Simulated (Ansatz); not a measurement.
Name crystals whose computed values (LDA (plane waves, PAW; program Ansatz)) fall in these windows: B₀ by P(V) fit (GPa) 58 to 77; highest Γ mode, no LO–TO term (cm⁻¹) 210 to 260.



| crystal | B₀ by P(V) fit (GPa) | highest Γ mode, no LO–TO term (cm⁻¹) |
|---|---|---|
| Ga, α-Ga | 65.9 | 242 |
| InAs, zinc blende | 60.0 | 215 |
| ZnSe, zinc blende | 71.7 | 218 |
Others may fit too.

All cells were relaxed under the symmetry of their starts (and spin orders); stability against distortions was not tested throughout. Spin–orbit coupling is left out wherever it is not named.

Potentials: the earlier of the program's two PAW sets. The files were generated under PBE; for other functionals the program regenerates the frozen cores, and for LDA and PBEsol the local potential too.
